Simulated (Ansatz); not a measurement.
BeS:
```yaml
crystal:
  lattice:
    - [0.00000, 2.41899, 2.41899]
    - [2.41899, 0.00000, 2.41899]
    - [2.41899, 2.41899, 0.00000]
  atoms:
    - { symbol: S, position: [0.75000, 0.75000, 0.75000] }
    - { symbol: Be, position: [0.00000, 0.00000, 0.00000] }
```

Relaxed with PBEsol. Special points in fractions of this cell's reciprocal vectors: Γ (0.000, 0.000, 0.000); X (0.500, 0.000, 0.500); U (0.625, 0.250, 0.625); K (0.375, 0.375, 0.750); L (0.500, 0.500, 0.500); W (0.500, 0.250, 0.750).

Question: List the band energies nearest the valence-band maximum at these points for the program Ansatz at the PBEsol level (PAW).

Answer: In eV from the valence-band maximum; about four levels below and three above (degenerate sets whole), none deeper than 8.9 eV; points with the same levels are listed once.

```
k              below                  above
-  -----------------  ---------------------
Γ     0.00 0.00 0.00         5.58 5.58 5.58
X  -5.10 -2.70 -2.70  2.91 4.78 12.74 12.74
U  -4.63 -4.20 -2.24        4.19 7.39 10.49
L  -5.91 -1.05 -1.05         5.38 6.45 6.45
W  -4.31 -3.97 -3.44         6.31 7.93 8.35
```

Space group F-43m (zinc blende). The cell was relaxed with PBEsol under the symmetry of its start.

Potentials: the later of the program's two PAW sets.
